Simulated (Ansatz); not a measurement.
This cell of PbS (rock salt) is off equilibrium:

```xyz
4
Lattice="0.0000 5.9745 5.9745 2.9872 2.9872 5.9745 2.9872 2.9872 0.0000" Properties=species:S:1:pos:R:3 pbc="T T T"
S      0.0000     0.0366     0.0000
S      2.9872     5.9379     2.9872
Pb     2.9872     3.1372     2.9872
Pb     2.9872     5.8245     5.9745
```

Computed with r2SCAN (plane waves to 500 eV, PAW, scalar-relativistic; Ansatz, a program for electronic structure). k mesh 10×10×10 (Γ-centred), Fermi-Dirac smearing 0.05 eV. Stress and pressure are positive under compression. PbS was relaxed with its symmetry unable to fall. Spin-orbit coupling is left out, though Pb is heavy.

Question: What forces act on the atoms (eV/Å, Cartesian)?

Answer: 
```csv
atom,Fx,Fy,Fz
S1,0.000,-0.079,0.000
S2,0.000,0.079,0.000
Pb3,0.000,-0.236,0.000
Pb4,0.000,0.236,0.000
```

Question: Give the stress tensor in GPa and the pressure.

Answer: 
```
   0.10     0.00     0.00
   0.00     1.50     0.00
   0.00     0.00     0.41
```
The pressure, a third of the trace, is 0.67 GPa.

(For displaced atoms, the force is minus the slope of the energy, and its curvature is a force constant, which sets phonon frequencies.)
